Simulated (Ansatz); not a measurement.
GaSb (zinc blende)

```yaml
crystal:
  lattice:
    - [0.00000, 3.10704, 3.10704]
    - [3.10704, 0.00000, 3.10704]
    - [3.10704, 3.10704, 0.00000]
  atoms:
    - { symbol: Sb, position: [0.75000, 0.75000, 0.75000] }
    - { symbol: Ga, position: [0.00000, 0.00000, 0.00000] }
```

The slice is a {100} plane (indices of the conventional cell) through the point (0.000, 0.000, 0.000) (fractional), spanned by u = [100] and v = [0 1 -1] in vectors of this cell: u (4.39 Å) and v (4.39 Å, at 90° to u). It covers one period; positions are fractions (u, v).

Calculation: PBE (plane waves to 420 eV, PAW, scalar-relativistic; Ansatz, a quantum-chemistry and plane-wave program). k mesh 13×13×13. Inside the PAW spheres the values are not all-electron values, and peaks at nuclei hang on which shells count as valence. At this level the bands of GaSb touch or barely overlap; measurements give the solid a gap. GaSb was relaxed with its symmetry unable to fall. Spin-orbit coupling is left out, though Sb is heavy. The PAW data are Ansatz's earlier set.

Question: Predict the map of the valence electron density on the slice.

Answer: 
```
v \ u  0.00  0.12  0.25  0.38  0.50  0.62  0.75  0.88
-----  ----  ----  ----  ----  ----  ----  ----  ----
0.94    1.4   0.3  -0.6  -0.9  -0.9  -0.9  -0.6   0.3
0.84    0.1  -0.3  -0.8  -1.0  -1.1  -1.0  -0.8  -0.3
0.75   -0.6  -0.7  -1.0  -1.3  -1.4  -1.3  -1.0  -0.7
0.66   -0.8  -0.9  -1.2  -1.5  -1.7  -1.5  -1.2  -0.9
0.56   -0.9  -1.0  -1.4  -1.7  -1.9  -1.7  -1.4  -1.0
0.47   -0.9  -1.0  -1.4  -1.7  -1.9  -1.7  -1.4  -1.0
0.38   -0.9  -1.0  -1.3  -1.6  -1.7  -1.6  -1.3  -1.0
0.28   -0.7  -0.8  -1.1  -1.4  -1.5  -1.4  -1.1  -0.8
0.19   -0.2  -0.5  -0.9  -1.1  -1.2  -1.1  -0.9  -0.5
0.09    0.9   0.1  -0.7  -0.9  -1.0  -0.9  -0.7   0.1
0.00    1.7   0.5  -0.6  -0.9  -0.9  -0.9  -0.6   0.5
```

Values: log₁₀ of the valence density in e/Å³. The scale is logarithmic, as a density can span decades between atoms and voids.
